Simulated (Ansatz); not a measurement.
Task: Write an Ansatz input for a single-point calculation of EuFe with PBEsol (scalar-relativistic), a cutoff of 420 eV (density cutoff 4 times that), a Γ-centred 8×8×8 mesh and Gaussian smearing of 0.05 eV, with collinear spin, starting moments 7.00, 2.50 μB on the atoms in order. Forces, stress and eigenvalues are wanted, and also Löwdin populations. The structure:
```
CELL_PARAMETERS angstrom
3.6470671380 0.0000000000 0.0000000000
0.0000000000 3.6470671380 0.0000000000
0.0000000000 0.0000000000 3.6470671380
ATOMIC_POSITIONS crystal
Eu 0.0000000000 0.0000000000 0.0000000000
Fe 0.5000000000 0.5000000000 0.5000000000
```

Result: 
```yaml
crystal:
  lattice:
    - [3.647067138, 0.0, 0.0]
    - [0.0, 3.647067138, 0.0]
    - [0.0, 0.0, 3.647067138]
  atoms:
    - { symbol: Eu, position: [0.0, 0.0, 0.0], spin: 7.0 }
    - { symbol: Fe, position: [0.5, 0.5, 0.5], spin: 2.5 }
basis:
  ecutwfc: 420
  ecutrho_ratio: 4
kpoints:
  mp_grid: { grid: [8, 8, 8] }
hamiltonian:
  xc: pbesol
scf:
  occupations: { method: gaussian, width: 0.05 }
output:
  forces: true
  stress: true
  eigenvalues: true
  populations: true
magnetization:
  spin_polarized: true
```

Run as written, it has 33 valence electrons, 949 plane waves at Γ, 48 symmetry operations and 35 irreducible k-points; it took 24 SCF iterations in all. 

The start was a prototype's sites filled with these elements, not a measured cell.
